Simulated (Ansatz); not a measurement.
Ta$_{2}$InC:
```xyz
8
Lattice="3.1369 0.0000 0.0000 -1.5684 2.7166 0.0000 0.0000 0.0000 14.3408" Properties=species:S:1:pos:R:3 pbc="T T T"
Ta     1.5684     0.9055     8.3638
Ta     0.0000     1.8111     5.9770
Ta     0.0000     1.8111     1.1934
Ta     1.5684     0.9055    13.1474
In     1.5684     0.9055     3.5852
In     0.0000     1.8111    10.7556
C      0.0000     0.0000     7.1704
C      0.0000     0.0000     0.0000
```

Relaxed with PBEsol. Special points in fractions of this cell's reciprocal vectors: Γ (0.000, 0.000, 0.000); M (0.500, 0.000, 0.000); K (0.333, 0.333, 0.000); A (0.000, 0.000, 0.500); L (0.500, 0.000, 0.500); H (0.333, 0.333, 0.500).

Problem. List the band energies nearest the Fermi level at these points for plane-wave PAW PBEsol (Ansatz code).

Solution. In eV from the Fermi level; about four levels below and three above (degenerate sets whole), none deeper than 8.9 eV; points with the same levels are listed once.

| k | below | above |
|---|---|---|
| Γ | -0.56 -0.56 -0.55 -0.55 | 1.15 1.15 1.29 1.29 |
| M | -3.46 -3.43 -2.07 -2.07 | 0.92 1.69 1.84 |
| K | -1.94 -1.94 -1.63 -0.07 | 0.48 0.48 1.50 1.50 |
| A | -0.55 -0.55 -0.55 -0.55 | 1.22 1.22 1.22 1.22 |
| L | -3.48 -3.48 -2.07 -2.07 | 1.42 1.42 1.97 1.97 |
| H | -1.85 -1.85 -0.88 -0.88 | 0.42 0.42 1.78 1.78 |

Space group P6_3/mmc. The workflow started from a Materials Project entry (that database holds measured and hypothetical structures alike); the Crystallography Open Database copy checked does not list it. Its standing as an ambient phase is unchecked. The PBEsol relaxation kept the symmetry of its start; whether a distortion lowers the energy is not shown. No spin polarisation was allowed. Scalar-relativistic: spin–orbit coupling is off unless named, which matters more the heavier the elements.

Potentials: the later of the program's two PAW sets.
